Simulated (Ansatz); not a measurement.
Co (dhcp (α-La type), P6_3/mmc) under volume change, the program Ansatz at the LDA level (PAW), shape and atoms relaxed at each volume.

```csv
V (Å³/atom),E − E(relaxed) (meV/atom),P (GPa)
9.131,82.6,31.86
9.432,34.5,19.57
9.733,8.1,8.91
10.034,0.0,-0.06
10.335,7.4,-7.55
10.636,27.6,-13.76
10.937,58.4,-18.92
```

**Question.** What does a third-order Birch–Murnaghan fit give for V₀, B₀ and B′?

**Answer.** V₀ = 10.03 Å³/atom, B₀ = 271 GPa, B′ = 4.8.

The workflow started from a Materials Project entry (that database holds measured and hypothetical structures alike). Its sites differ from those of the usual phase in this space group: another stacking or structure type. The cell was relaxed with LDA under the symmetry of its start; its stability against distortions is not shown here. Spin order of the final state: ferromagnetic, chosen from 5 collinear starts compared on coarse meshes (ties went to the first, and starts can fall back to one state), not a proven ground state.

Potentials: the later of the program's two PAW sets.
